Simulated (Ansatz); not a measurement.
Relaxed CdSe (zinc blende):

```yaml
crystal:
  lattice:
    - [0.00000, 6.19627, 6.19627]
    - [3.09814, 0.00000, 3.09814]
    - [3.09814, 3.09814, 0.00000]
  atoms:
    - { symbol: Se, position: [0.37500, 0.75000, 0.75000] }
    - { symbol: Se, position: [0.87500, 0.75000, 0.75000] }
    - { symbol: Cd, position: [0.00000, 0.00000, 0.00000] }
    - { symbol: Cd, position: [0.50000, 0.00000, 0.00000] }
```

In each cell atom 2 (Se, nearest neighbour Cd at 2.683 Å; its periodic images, 4.4 Å or more away, move with it) moves by s·(0.707, 0.707, 0.000) (along Cartesian [110]), the rest being held.

Computed with PBE (plane waves to 420 eV, PAW, scalar-relativistic; Ansatz, an electronic-structure program). k mesh 4×8×8 (Γ-centred), Fermi-Dirac smearing 0.05 eV. E stands for the smeared free energy. CdSe was relaxed with its symmetry unable to fall. The zero of ΔE is the undisplaced structure.

| s (Å) | ΔE (meV/cell) |
|---|---|
| -0.540 | 787 |
| -0.432 | 477 |
| -0.324 | withheld |
| -0.216 | 110 |
| -0.108 | 27 |
| 0.000 | 0 |
| 0.108 | 27 |
| 0.216 | 110 |
| 0.324 | withheld |
| 0.432 | 477 |
| 0.540 | 787 |

### Question
Fit an even polynomial form (powers 2, 4) to the given rows and predict ΔE at s = 0.324.

### Answer
Least squares on the 9 given rows: ΔE = (2299)·s² + (1371)·s⁴, in meV/cell with s in Å; root-mean-square residual 0.2 meV/cell. At 0.324 the fit gives 256 meV/cell; the calculation gives 256 meV/cell, the same to the digits shown. The quadratic term alone would give 241 meV/cell.

(For displaced atoms, the force is minus the slope of the energy, and its curvature is a force constant, which sets phonon frequencies.)
